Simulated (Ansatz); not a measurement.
The start is a generated cell, Co placed in the diamond structure type. Cell shape, volume and atoms are optimised at zero target pressure with r2SCAN (plane waves to 500 eV, PAW, scalar-relativistic; Ansatz, a first-principles code). The first steps use a coarse 12×12×12 k-mesh.

Input geometry:
```yaml
crystal:
  lattice:
    - [0.00000, 2.39023, 2.39023]
    - [2.39023, 0.00000, 2.39023]
    - [2.39023, 2.39023, 0.00000]
  atoms:
    - { symbol: Co, position: [0.25000, 0.25000, 0.25000] }
    - { symbol: Co, position: [0.00000, 0.00000, 0.00000] }
```
Spin-polarised start, with parallel moments on Co.

### Question
How large is the pressure on the unrelaxed cell, and of which sign?

### Answer
+24.3 GPa (positive: the cell is compressed).

### Question
By how much does the energy per atom fall from start to end?

### Answer
0.15 eV/atom.

### Question
How does the volume change?

### Answer
+16.7 %, from 13.66 to 15.94 Å³/atom.

### Question
How do the shortest distances between atoms change?

### Answer
The closest pairs of elements (up to four, under 3.6 Å), start → end: Co–Co 2.07 → 2.18 Å.

### Question
What band gap does the relaxed structure have at this level?

### Answer
No gap (metallic).

### Question
What magnetic moments remain?

### Answer
Net 1.83 μB/atom, ferromagnetic.

The space group stays Fd-3m (No. 227) (the run could not lower it); the end is diamond type, with 2 atoms in the primitive magnetic cell. Final values are on a 16×16×16 k-mesh of the relaxed cell. Spin state reached: ferromagnetic (net 1.83 μB/atom), from parallel starting moments; other spin orders were not run from this start. r2SCAN tends to overstate moments in metals.

The run could not lose the symmetry of its start, so the end can be a saddle point.

All atoms sit on sites fixed by symmetry, so only the cell could relax.

The relaxed structure here is a generated cell of Co: the first start was made by placing the elements on the sites of a structure type, and the end was not matched to a known phase here, so it may be hypothetical. Known forms of Co include space group No. 194.
